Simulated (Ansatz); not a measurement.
A bilayer cut from bulk MoS2 (2H-MoS2 type, space group P6_3/mmc), in the bulk's stacking and in-plane cell, with 15 Å of vacuum. The upper layer (atoms 4 to 6) slides over the lower.

```xyz
6
Lattice="3.1730 0.0000 0.0000 1.5865 2.7479 0.0000 0.0000 0.0000 24.3298" Properties=species:S:1:pos:R:3 pbc="T T T"
S      1.5865     0.9160     7.5000
Mo     3.1730     1.8319     9.0557
S      1.5865     0.9160    10.6115
S      3.1730     1.8319    13.7183
Mo     1.5865     0.9160    15.2740
S      3.1730     1.8319    16.8298
```

In-plane vectors a = (3.173, 0.000) Å, b = (1.586, 2.748) Å, area 8.72 Å². The shift is s times the vector a (length 3.173 Å), so s = 1 restores the start. Atoms relax along the normal only. γ = [E(shift) − E(0)] / area.

All values below come from r2SCAN+rVV10 (plane waves to 500 eV, PAW, scalar-relativistic; Ansatz, a first-principles code). k mesh 12×12×1 (Γ-centred), Fermi-Dirac smearing 0.05 eV. Energies are extrapolated to zero smearing. MoS2 is run without spin polarisation. MoS2 was relaxed with its symmetry unable to fall. The zero of γ is zero shift.

```json
[
 {"s": "0.000", "γ (mJ/m²)": "0"},
 {"s": "0.083", "γ (mJ/m²)": "9"},
 {"s": "0.167", "γ (mJ/m²)": "28"},
 {"s": "0.250", "γ (mJ/m²)": "51"},
 {"s": "0.333", "γ (mJ/m²)": "withheld"},
 {"s": "0.417", "γ (mJ/m²)": "81"},
 {"s": "0.500", "γ (mJ/m²)": "85"},
 {"s": "0.583", "γ (mJ/m²)": "81"},
 {"s": "0.667", "γ (mJ/m²)": "withheld"},
 {"s": "0.750", "γ (mJ/m²)": "51"},
 {"s": "0.833", "γ (mJ/m²)": "28"},
 {"s": "0.917", "γ (mJ/m²)": "9"}
]
```

Q: Fit a Fourier form (three harmonics of 1 − cos and sin) to the given rows and predict γ at s = 0.667.

A: Least squares on the 10 given rows: γ = (42.0)·[1 − cos(2πs)] + (4.2)·[1 − cos(4πs)] + (0.6)·[1 − cos(6πs)], in mJ/m²; root-mean-square residual 0.4 mJ/m². At 0.667 the fit gives 69 mJ/m²; the calculation gives 70 mJ/m², so the interpolation is off by -1 (-1.4 %). 

(The slope of γ gives the shear force per area between the displaced halves; near zero shift its curvature is an elastic stiffness.)
